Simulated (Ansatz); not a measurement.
Slab of hcp Ti (0001), 6 layers

The slab is cut from the hcp crystal, the stable phase, as relaxed on PAW files (17.40 Å³/atom), with 16 Å of vacuum and a dipole correction:

```
Ti
1.0
     2.93995    0.00000    0.00000
    -1.46997    2.54607    0.00000
     0.00000    0.00000   27.61970
Ti
6
Cartesian
  2.2050 0.4243 8.0000
  -0.7350 2.1217 10.3239
  2.2050 0.4243 12.6479
  -0.7350 2.1217 14.9718
  2.2050 0.4243 17.2958
  -0.7350 2.1217 19.6197
```

Computed with Ansatz 0.2.0; functional PBE, scalar-relativistic. Settings: a Γ-centred 13×13×1 k mesh, Fermi–Dirac smearing of 0.05 eV, no spin polarisation. Methods: LAPW: all electrons, basis error target 1 meV/atom; PAW: frozen-core files, cutoff 420 eV.

The bulk energy comes from a cell in the slab's orientation on a 13×13×7 mesh. The surface energy is (E(slab) − N·E(bulk))/2A at zero smearing, the mean of both faces; thin slabs carry quantum-size effects.

Question: As cut, the LAPW slab lies 1.957 eV above 6 atoms of bulk. What surface energy is that?

Answer: Over two faces of 7.49 Å² it is 130.7 meV/Å², and times 16.02 J/m² per eV/Å² that gives γ = 2.095 J/m².

Question: What do relaxation and the other method give, and what work function comes out?

Answer: 

| method | γ as cut (J/m²) | γ relaxed (J/m²) | Φ as cut (eV) | Φ relaxed (eV) |
| --- | --- | --- | --- | --- |
| LAPW | 2.095 | 1.976 | 4.45 | 4.40 |
| PAW | 2.093 | 1.973 | 4.45 | 4.40 |

Question: How do the spacings between the planes relax?

Answer: From the bottom face up: d12 -7.0 % of 2.324 Å, d23 +3.0 % of 2.324 Å, d34 -1.5 % of 2.324 Å, d45 +3.0 % of 2.324 Å, d56 -7.0 % of 2.324 Å.

Question: What changes if the images along the normal are cut off in place of the dipole correction?

Answer: LAPW then gives: no gap, work function 4.40 eV; PAW: no gap, work function 4.40 eV.
